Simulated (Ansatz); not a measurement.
The cell below belongs to a search over invented structures; it isn't taken from experiment.

Input and command of a plane-wave DFT calculation in Ansatz:

```yaml
crystal:
  lattice:
    - [3.9201116936, 0.0, 0.0]
    - [-1.9600558468, 3.3949163123, 0.0]
    - [0.0, 0.0, 10.6960787371]
  atoms:
    - { symbol: Ga, position: [0.0, 0.0, 0.2403351226] }
    - { symbol: Ga, position: [0.6666666667, 0.3333333333, 0.6348412817] }
    - { symbol: Ga, position: [0.3333333333, 0.6666666667, 0.8548627463] }
    - { symbol: B, position: [0.3333333333, 0.6666666667, 0.6615144] }
    - { symbol: Sb, position: [0.0, 0.0, 0.9915159621] }
    - { symbol: Sb, position: [0.6666666667, 0.3333333333, 0.3669304573] }
basis:
  ecutwfc: 420
kpoints:
  mp_grid: { grid: [12, 12, 4] }
hamiltonian:
  xc: pbe
scf:
  occupations: { method: gaussian, width: 0.1 }
output:
  forces: true
  stress: true
  eigenvalues: true
relax:
  adjacent_minimum: "off"
  f_tol: 0.01
  max_steps: 80
  cell: { stress_tol: 0.05 }
```

```bash
ansatz run input.yaml --threads 1 --pin off --max-ram 2560MiB --backend cpu --events-out ev --progress --plain --runs-dir out
```

Processor: Intel(R) Xeon(R) Processor @ 2.50GHz (Skylake/Cascade Lake), 1 thread, on a host shared with other jobs.

Question: Estimate time, memory and problem size.

Answer: About 8.5 min, peak memory 0.63 GiB. It solves 44 bands at 69 k points (after reduction by symmetry) with about 2809 plane waves (on the last cell), in 42 SCF iterations over 7 ionic steps.
